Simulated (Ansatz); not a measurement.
Space group P4/nmm:1 (No. 129). a = 3.838 Å, b = 3.838 Å, c = 8.444 Å, α = 90.00°, β = 90.00°, γ = 90.00°
```
atom site symmetry x y z
  Hf    2c       4mm  0.0000  0.5000  0.2470
  Ge    2a      -4m2  0.0000  0.0000  0.0000
  Te    2c       4mm  0.0000  0.5000  0.6207
```

Equation of state of this HfGeTe structure (not necessarily the ground state), with shape and atoms relaxed at each volume where symmetry leaves them free. It has no gap at any of these volumes. Method: DFT PBEsol, scalar-relativistic, plane waves, PAW (Ansatz).

Plane waves to 420 eV, a k mesh through Γ of 10×10×4 on the computed 6-atom cell and Gaussian smearing (0.10 eV); no spin polarisation.

```tsv
V (Å³/atom)	E − E(largest V) (meV/atom)	P (GPa)
18.243	114.87	17.47
18.864	58.11	11.96
19.486	21.03	7.29
20.108	0.63	3.34
20.730	-5.66	-0.01
21.352	0.00	-2.84
```

Q: Fit a third-order Birch–Murnaghan equation to E(V).

A: V0 = 20.73 Å³/atom, B0 = 103 GPa, B0' = 4.5.

Spin-orbit coupling is left out, which matters for the bands of heavy elements.